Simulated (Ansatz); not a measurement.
## Ti under strain — ⁴⁹Ti nuclear quadrupole resonance

Cell: an entry of the Crystallography Open Database (COD), relaxed with PBE at fixed cell and then changed (z compressed by 2 %, ions relaxed).

```
CELL_PARAMETERS angstrom
2.95000 0.00000 0.00000
-1.47500 2.55477 0.00000
0.00000 0.00000 4.59228
ATOMIC_POSITIONS crystal
Ti 0.33333 0.66667 0.25000
Ti 0.66667 0.33333 0.75000
```

Atom numbers follow the list; atoms alike are taken as one site, whose name carries the number of the first.

The numbers come from a DFT calculation in Ansatz (PBE, plane waves and PAW, scalar-relativistic, 420 eV cutoff, Γ-centred 18×18×10 k-points, Fermi–Dirac smearing 0.05 eV).

⁴⁹Ti: I = 7/2, Q = 247.0 mb (year-2017 value). Static lattice, zero field.

Task: The simulated lines lie at 1.00, 2.00, 3.01 MHz. What are |C_Q|, η and |V_zz| at Ti?

Result: For I = 7/2 and η = 0 the lines are |C_Q|/14 times 1, 2 and 3; η shifts the lowest up most. Here |C_Q| = 14.0 MHz, η = 0.00 and |V_zz| = 2.35 × 10²¹ V/m². The calculation gives V_zz positive; the lines don't show the sign. The site has 12 Ti at 2.86–2.95 Å.

An axis of threefold or higher order runs through Ti, so V_zz lies along it and η is zero.

The run finds no gap above 0.1 eV (a metal, or nearly one), so the gradients can move by 10 % or more with the k-mesh.
